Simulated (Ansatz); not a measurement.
Relaxed TiTe$_{2}$ (CdI2 type):

```
CELL_PARAMETERS angstrom
      7.56852     0.00000     0.00000
     -1.89213     3.27727     0.00000
      0.00000     0.00000     6.60280
ATOMIC_POSITIONS crystal
  Ti 0.00000 0.00000 0.00000
  Ti 0.50000 0.00000 0.00000
  Te 0.16667 0.66667 0.25687
  Te 0.66667 0.66667 0.25687
  Te 0.33333 0.33333 0.74313
  Te 0.83333 0.33333 0.74313
```

In this cell atom 3 (Te, nearest neighbour Ti at 2.766 Å; its periodic images, 3.8 Å or more away, move with it) is moved by s along Cartesian x, unit vector (1.000, 0.000, 0.000); all other atoms and the cell stay fixed.

The numbers are results of r2SCAN+rVV10 (plane waves to 500 eV, PAW, scalar-relativistic; Ansatz, an electronic-structure program), not measurements. k mesh 11×11×6 (Γ-centred), Fermi-Dirac smearing 0.05 eV. The energy includes the smearing's −TS. Compression counts positive. With partly filled bands, energies and forces of such displacements shift with the k mesh and the smearing. F∥ is the force on the atom along that direction. F⊥ is the part of the force across the line. Spin-orbit coupling is left out, though Te is heavy. The PAW data are Ansatz's earlier set. TiTe2 is run without spin polarisation. TiTe2 was relaxed with its symmetry unable to fall. ΔE is measured from the undisplaced structure.

```tsv
s (Å)	ΔE (eV/cell)	|F⊥| (eV/Å)	F∥ (eV/Å)	P (GPa)
-0.280	0.215	0.394	1.548	0.6
-0.224	0.137	0.251	1.232	0.4
-0.168	0.077	0.147	0.920	0.2
-0.112	0.034	0.080	0.611	0.1
-0.056	0.009	0.039	0.305	0.0
0.000	0.000	0.003	-0.001	0.0
0.056	0.009	0.061	-0.307	0.0
0.112	0.034	0.151	-0.616	0.1
0.168	0.078	0.277	-0.929	0.2
0.224	0.139	0.439	-1.248	0.4
0.280	0.218	0.638	-1.573	0.6
```

Key numbers:

```
Item                                                                                                                                             Result
--------------------------------------------------------  ---------------------------------------------------------------------------------------------
Energy at s = 0.280 Å                                                                                                                      218 meV/cell
Force along the line at s = -0.280 Å                                                                                                          1.55 eV/Å
Shape of the curve                                                                       a single well with its minimum at or next to zero displacement
Force constant k = d²E/ds² at s = 0 (finite differences)                                                                                     5.46 eV/Å²
Harmonic estimate at the end of the scan                  ½ks² = 214 meV/cell against the computed 218 meV/cell, so the well is close to harmonic there
```

The 11 points together took roughly 2.6 core-hours.

(A displaced cell: forces are minus the slopes of the energy, force constants its curvatures, and phonons follow from these.)
